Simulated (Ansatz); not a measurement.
A relaxed database cell of CsHSO4: P2₁/m (No. 11), mP14; a = 5.5138 Å, b = 5.8139 Å, c = 7.2120 Å, α = 90.00°, β = 101.35°, γ = 90.00°; Cs 2e (0.012, 0.250, 0.714); H 2b (0.500, 0.000, 0.000); S 2e (0.454, 0.250, 0.238); O 4f (0.373, 0.041, 0.114); O 2e (0.317, 0.250, 0.390); O 2e (0.722, 0.250, 0.295). The numbers are results of r2SCAN (plane waves to 500 eV, PAW, scalar-relativistic; Ansatz, an electronic-structure program), not measurements. Element references, the lowest calculated here: S (Fddd), H (Pa-3, a generated molecular cell), Cs (Im-3m), O (C2/m, ferromagnetic, forced by one molecule a cell; α-O2 is antiferromagnetic); gases are represented by their molecular solids.

Question: Give the formation energy of this P2₁/m form of CsHSO4 from the elements at the level r2SCAN.

Answer: -1.65 eV/atom.

A lower structure of this composition may exist.

Static energies, no anion corrections, no zero-point energy. Values are rounded to 0.01 eV/atom. Not shown to be the ambient phase of their composition (a lower form may be missing, and a cell relaxed within its start's symmetry can be a saddle point): CsHSO4 (P2₁/m). The compounds carry no spin polarisation.
